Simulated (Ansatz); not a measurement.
A structure of CsPbCl3 relaxed with PBEsol (plane waves to 420 eV, PAW, scalar-relativistic; Ansatz, a first-principles code); single points at other levels follow on the same geometry (Ansatz, PAW; HSE06 at 420 eV on a 2×6×6 k-mesh; no spin-orbit coupling). Space group Amm2 (No. 38).

```yaml
crystal:
  lattice:
    - [9.58730, 0.00000, 0.00000]
    - [0.00000, 1.98476, 5.67625]
    - [0.00000, -1.98476, 5.67625]
  atoms:
    - { symbol: Cl, position: [0.32791, 0.55182, 0.55182] }
    - { symbol: Cl, position: [0.67209, 0.55182, 0.55182] }
    - { symbol: Cl, position: [0.00000, 0.78471, 0.78471] }
    - { symbol: Cs, position: [0.00000, 0.06618, 0.06618] }
    - { symbol: Pb, position: [0.50000, 0.14153, 0.14153] }
```

```json
[
 {"level": "PBEsol", "gap (eV)": "0.64", "kind": "direct", "conduction minimum": "Y"},
 {"level": "HSE06", "gap (eV)": "[?]", "kind": "–", "conduction minimum": "[?]"}
]
```

**Question.** Complete the blanks.

**Answer.** 
- HSE06, gap (eV): 1.73
- HSE06, conduction minimum: Y

HSE06 gaps come from a coarse mesh plus a few chosen points, so they may be too large. No spin polarisation in the result.

The run could not lose the symmetry of its start.

The first start was generated by a random draw of sites in a space group. Materials Project lists a structure of CsPbCl3 in the same space group, Amm2 (No. 38); the sites were not compared with it, nor with measured phases. Known forms of CsPbCl3 include space group No. 221.
